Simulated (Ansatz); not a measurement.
Does relaxation matter for the field gradients of MoS2 with Ta replacing Mo?

Start: a supercell of MoS2 (space group P6_3/mmc) built from an entry of the Crystallography Open Database (COD), with all atoms left at the host's positions.

```
Ta Mo S
1.0
     6.33800    0.00000    0.00000
    -3.16900    5.48887    0.00000
     0.00000    0.00000   12.32400
Ta Mo S
1 7 16
Cartesian
  0.0000 1.8296 3.0810
  -1.5845 4.5741 3.0810
  3.1690 1.8296 3.0810
  1.5845 4.5741 3.0810
  1.5845 0.9148 9.2430
  0.0000 3.6592 9.2430
  4.7535 0.9148 9.2430
  3.1690 3.6592 9.2430
  0.0000 1.8296 7.6779
  -1.5845 4.5741 7.6779
  3.1690 1.8296 7.6779
  1.5845 4.5741 7.6779
  1.5845 0.9148 1.5159
  0.0000 3.6592 1.5159
  4.7535 0.9148 1.5159
  3.1690 3.6592 1.5159
  0.0000 1.8296 10.8081
  -1.5845 4.5741 10.8081
  3.1690 1.8296 10.8081
  1.5845 4.5741 10.8081
  1.5845 0.9148 4.6461
  0.0000 3.6592 4.6461
  4.7535 0.9148 4.6461
  3.1690 3.6592 4.6461
```

Atom numbers follow the list; atoms alike are taken as one site, whose name carries the number of the first.

Level of theory: DFT, PBE, plane waves and PAW, scalar-relativistic, 420 eV cutoff, Γ-centred 4×4×2 k-points, Fermi–Dirac smearing 0.01 eV, cell charge +1 (Ansatz 0.2.0).

The largest force at the start is 0.45 eV/Å. Relaxing the ions at fixed cell moves them by 0.025 Å at most (atom 14, S) and 0.014 Å rms.

```tsv
site	atom	moved (Å)	first shell before	first shell after	V_zz before (10²¹ V/m²)	η before
Ta	1	0.000	6 S at 2.41 Å	6 S at 2.43 Å	-21.1	0.00
Mo2	2	0.004	6 S at 2.41 Å	6 S at 2.41 Å	-7.35	0.49
Mo5	5	0.000	6 S at 2.41 Å	6 S at 2.40 Å	-6.64	0.00
Mo8	8	0.000	6 S at 2.41 Å	6 S at 2.40 Å	-6.46	0.00
S9	9	0.010	3 Mo at 2.41 Å	3 Mo at 2.40 Å	-4.67	0.00
S10	10	0.010	3 Mo at 2.41 Å	3 Mo at 2.40 Å	-4.46	0.00
S13	13	0.025	2 Mo at 2.41 Å, 1 Ta at 2.41 Å	2 Mo at 2.41 Å, 1 Ta at 2.43 Å	-5.24	0.65
S16	16	0.008	3 Mo at 2.41 Å	3 Mo at 2.41 Å	-5.14	0.00
```

**Question.** What are V_zz and η after the relaxation?

**Answer.** 

```tsv
site	atom	V_zz after	η after	change of V_zz
Ta	1	-19.04	0.00	+2.02
Mo2	2	-7.42	0.48	-0.07
Mo5	5	-6.87	0.00	-0.23
Mo8	8	-6.61	0.00	-0.15
S9	9	-4.86	0.00	-0.19
S10	10	-4.59	0.01	-0.13
S13	13	-4.92	0.67	+0.32
S16	16	-5.22	0.00	-0.08
```

The largest change of V_zz is on Ta, from -21.1 to -19.04. In per cent, |V_zz| changes by -10 on Ta, +1 to +3 on Mo, -6 to +4 on S (all sites that start above 2).

The run isn't spin-polarised, and a state with spin may lie lower. The defect repeats with the cell of 24 atoms, so it feels its images: sites between two images don't show the values beside a lone defect, and zeros or small values of η there can come from the images' arrangement. Mo and S carry a gradient in the pure host already, so the values there aren't the defect's effect alone. A uniform background compensates the cell's charge. The defect cell has no gap above 0.1 eV on its mesh, so the values can hang on the smearing and the k-mesh. Without spin–orbit coupling the gradients at and beside Ta can be off by some per cent, at some sites by more. With these PAW files V_zz is typically within 2 to 3 % of all-electron values, but misses above 10 % occur on Ta.
Before: The neighbours have not yet relaxed around the defect (largest force 0.45 eV/Å), so a real crystal will differ.
After: The relaxation keeps the site symmetry -6m2 of the start, so the impurity can't leave its site; a distortion that would localise the partly filled state isn't explored.
